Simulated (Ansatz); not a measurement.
Total density of states per atom from the program Ansatz at the PBE level (PAW), in 0.25 eV bins, energy from the Fermi level:

```
E (eV) | states/eV/atom
    -7.85 |  0.00
    -7.60 |  0.00
    -7.35 | # 0.05
    -7.10 | # 0.10
    -6.85 | ## 0.15
    -6.60 | ### 0.22
    -6.35 | ##### 0.36
    -6.10 | ###### 0.44
    -5.85 | ###### 0.46
    -5.60 | ####### 0.50
    -5.35 | ###### 0.46
    -5.10 | ##### 0.42
    -4.85 | ########## 0.79
    -4.60 | ################# 1.31
    -4.35 | ############################## 2.29
    -4.10 | ################### 1.48
    -3.85 | ########## 0.75
    -3.60 | ####### 0.53
    -3.35 | ##### 0.41
    -3.10 | #### 0.33
    -2.85 | #### 0.27
    -2.60 | ### 0.23
    -2.35 | ### 0.19
    -2.10 | ## 0.14
    -1.85 | ## 0.13
    -1.60 | ## 0.16
    -1.35 | ### 0.24
    -1.10 | #### 0.30
    -0.85 | #### 0.31
    -0.60 | #### 0.32
    -0.35 | #### 0.34
    -0.10 | ##### 0.36
     0.15 | ##### 0.39
     0.40 | ##### 0.42
     0.65 | ###### 0.46
     0.90 | ####### 0.51
     1.15 | ######## 0.63
     1.40 | ####### 0.54
     1.65 | ######### 0.72
     1.90 | ############# 0.96
     2.15 | ############# 1.01
     2.40 | ########### 0.84
     2.65 | ######### 0.67
     2.90 | ######### 0.69
     3.15 | ############################# 2.19
     3.40 | ########## 0.74
     3.65 | ### 0.25
     3.90 | ### 0.26
     4.15 | #### 0.27
     4.40 | #### 0.29
     4.65 | #### 0.30
```

Q: Which compound is it?
A. TiSi, rock salt
B. NbC, rock salt
C. YN, rock salt
D. BAs, rock salt

A: B, NbC, rock salt. Within 0.5 eV of the Fermi level: Nb 4d 72 %, C 2p 24 %. Projections are on Löwdin-orthogonalised atomic valence shells; empty p or d shells of many metals are not among them.

Space group Fm-3m (rock salt). The PBE relaxation kept the symmetry of its start. The run is not spin-polarised. Spin–orbit coupling is left out wherever it is not named.

Potentials: the later of the program's two PAW sets.
